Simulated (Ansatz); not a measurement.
Input:

NaAuO₂:
```
NaAuO2
1.0
    1.71052    -5.52616     0.00000
    1.71052     5.52616     0.00000
    0.00000     0.00000     5.82619
Na Au O
2 2 4
Direct
  0.28245   0.71755   0.25000
  0.71755   0.28245   0.75000
  0.99639   0.00361   0.75000
  0.00361   0.99639   0.25000
  0.87807   0.12193   0.49266
  0.12193   0.87807   0.50734
  0.12193   0.87807   0.99266
  0.87807   0.12193   0.00734
```

This is the LDA-relaxed structure.

### Question
All from plane-wave PAW LDA (Ansatz code), unless another level is named. Estimate the vibrational entropy at 300 K.

### Answer
25.6 J/(K·mol of atoms).

### Question
Next, the bulk modulus (Birch–Murnaghan fit)?

### Answer
38.7 GPa.

### Question
What about the zero-point energy?

### Answer
56.6 meV/atom.

### Question
And the highest zone-centre frequency (without LO–TO term)?

### Answer
18.76 THz.

Space group Cmcm. The workflow started from a Materials Project entry (that database holds measured and hypothetical structures alike); the Crystallography Open Database copy checked does not list it. Whether it is the stable phase at ambient conditions was not checked. The LDA relaxation kept the symmetry of its start; phonons on a q-mesh show no instability. Spin–orbit coupling is left out wherever it is not named.

Potentials: the later of the program's two PAW sets.
